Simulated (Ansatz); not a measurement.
**Structures of BC: which is lowest?**

Plane-wave DFT in Ansatz with scalar-relativistic PAW potentials, cutoff 420 eV, Γ-centred meshes chosen by cell and gap, Gaussian smearing with energies taken to zero width. Every cell was relaxed (cell and atoms) in a run of its own, within the symmetry of its start. Functional: PBE.

Relaxed structures (starts from databases or built by putting these elements on another compound's sites):
A. R-3m, 4 atoms in the computed cell, a = 2.732 Å, c = 13.294 Å; sites (symmetry × multiplicity) B 3m × 6, C 3m × 6; start: built
B. F-43m, 2 atoms in the computed cell, a = 3.789 Å; sites (symmetry × multiplicity) B -43m × 4, C -43m × 4; start: built

Rank them by energy. Could pressure change the order?

```tsv
structure	group	E − E(lowest) (meV/atom)	V (Å³/atom)	gap on mesh (eV)
A	R-3m	0.0	7.16	0.00
B	F-43m	94	6.80	0.00
```

A is lowest, 94 meV/atom under B. B is denser by 0.36 Å³/atom, so pressure favours it: ΔE/ΔV, with ΔE in eV and 1 eV/Å³ = 160.2 GPa, gives about 42 GPa for equal enthalpy if both cells were rigid; at such pressures compression changes ΔV much, so this is a scale only. Without a dispersion term the weakly bound lowest cell is too large, so ΔV and this pressure are artefacts in part: a slight pressure closes the gap between layers first. Other structures may lie lower than all of these, and vibrations aren't counted.